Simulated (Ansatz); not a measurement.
Values for one crystal, relaxed and computed with the program Ansatz at the r²SCAN level (PAW); other levels are named.

```yaml
volume_per_atom: 11.25 Å³
electronic_character: metallic (no gap)
hill_bulk_and_shear_moduli: 194 and 124 GPa
Pressure derivative B′: 4.5
mechanical_stability: stable (all eigenvalues of C positive)
Young's modulus: 307 GPa
Poisson's ratio: 0.24
```

### Question
Which of these materials gives this?
A. AlCo, CsCl type
B. AlOs, CsCl type
C. TiAl, CsCl type
D. TiAl, L1₀ or tetragonal B2

### Answer
A, AlCo, CsCl type

Space group Pm-3m (CsCl type). The cell was relaxed with r²SCAN under the symmetry of its start. The final state is ferromagnetic, the only order run, not a proven ground state. The cell computed holds one magnetic atom, so no antiferromagnetic order was within reach. Other orbital occupations within this spin state were not tried. As this level gives no gap, shear constants depend on the k-mesh and smearing (Fermi–Dirac, 0.1 eV here).

Potentials: the earlier of the program's two PAW sets.
